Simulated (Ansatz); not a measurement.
Relaxed-ion elastic tensor of LiNbO$_{3}$ in space group R3c (No. 161; Li on 6a, Nb on 6a, O on 18b) in GPa (Voigt order), DFT-LDA in the program Ansatz with PAW potentials; density 4.84 g/cm³, 10.15 Å³ per atom.

```
 219  68.1  80.3   3.9   0.0   0.0
68.1   219  80.3  -3.9   0.0   0.0
80.3  80.3   255   0.0   0.0   0.0
 3.9  -3.9   0.0  73.0   0.0   0.0
 0.0   0.0   0.0   0.0  73.0   3.9
 0.0   0.0   0.0   0.0   3.9  75.6
```

Task: Is the crystal mechanically stable?

Result: Yes: the smallest eigenvalue of C is 70.2 GPa.

Task: Work out the Voigt, Reuss and Hill averages.

Result: K_V = 128, K_R = 127, K_H = 127; G_V = 75.4, G_R = 75.0, G_H = 75.2 GPa.

Task: Give Young's modulus, Poisson's ratio, Pugh's ratio and the universal anisotropy index.

Result: E = 9KG/(3K + G) = 188 GPa; ν = 0.25; K/G = 1.69 (near the Pugh limit of 1.75, no verdict); A_U = 5G_V/G_R + K_V/K_R − 6 = 0.03.

Task: Estimate the sound speeds and the Debye temperature.

Result: v_l = √((K + 4G/3)/ρ) = 6860 m/s, v_t = √(G/ρ) = 3940 m/s, mean 4380 m/s; Θ = (h/k)(3n/4πV)^(1/3) v_m = 602 K.

Task: How much does each axis shrink under pressure?

Result: Linear compressibilities β_i = Σ_j S_ij (j = 1 to 3): x 2.9, y 2.9, z 2.1 per TPa.

Symmetry was held in the LDA relaxation. The run is not spin-polarised.

Potentials: the later of the program's two PAW sets.
